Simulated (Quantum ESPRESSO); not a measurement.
# Moving one atom in In3ZnSAs3

These are calculations, not measurements. They come from pw.x of Quantum ESPRESSO 7.5, a plane-wave density functional program, with PseudoDojo standard norm-conserving files (v0.5 for PBE, v0.4.1 for LDA and PBEsol). The cells are made up: elements, strain and atom displacements were drawn at random, and nothing was relaxed. There is no spin polarisation, spin-orbit coupling or dispersion term.

The cell has 8 sites of a zincblende or diamond lattice. Sites 1 to 4 hold In In Zn In; sites 5 to 8 hold S As As As. Cell vectors in Å: (6.073, 0.015, -0.064); (0.015, 6.253, 0.106); (-0.064, 0.106, 6.282). Settings: PBE, cutoff 1143 eV, 6 x 6 x 6 k mesh shifted by half a step, Fermi-Dirac smearing of 0.1 eV.

Each run shifts the In atom on site 4 along x and leaves all else fixed. Site 6 is one of its nearest neighbours. E is the free energy of the cell above the lowest run shown.

```
run  shift (Å)  Fx on site 4 (eV/Å)  Fx on site 6 (eV/Å)  P (GPa)  E (meV)
  1    -0.1008                0.723                0.181    -2.72     40.9
  2    -0.0240                0.233                0.348    -2.80      4.2
  4     0.0165               -0.024                0.432    -2.81      0.0
  5     0.0307               -0.114                0.461    -2.81      1.0
  6     0.0637               -0.320                0.526    -2.81      8.1
  7     0.0824               -0.435                0.562    -2.80     15.2
  3    -0.0013                    ?                    ?        ?        ?
```

A rerun of one of these cells at 1437 eV and k mesh 8 x 8 x 8 moved values by no more than 0.004 eV in the cell's energy, 0.02 GPa in stress and 0.002 eV/Å in force.

## Worked fit

A parabola through the six runs shown gives Fx on site 4 = 0.080 - 6.31 u + 0.7 u² eV/Å, with u in Å and a scatter of 0.001 eV/Å. Minus the slope, 6.31 ± 0.04 eV/Å², is this atom's force constant along x at u = 0, with its periodic images moving too. The fitted force vanishes at u = 0.013 Å, where the energy should be lowest along this line. The error is the larger of the fit's own and the change that a cubic makes, rounded up.

## Withheld run

Question: what Fx on site 4 should run 3 give?

The fit gives 0.088 eV/Å. The calculation gave 0.088 eV/Å.

| run | shift (Å) | Fx on site 4 (eV/Å) | Fx on site 6 (eV/Å) | P (GPa) | E (meV) |
| --- | --- | --- | --- | --- | --- |
| 3 | -0.0013 | 0.088 | 0.395 | -2.81 | 0.6 |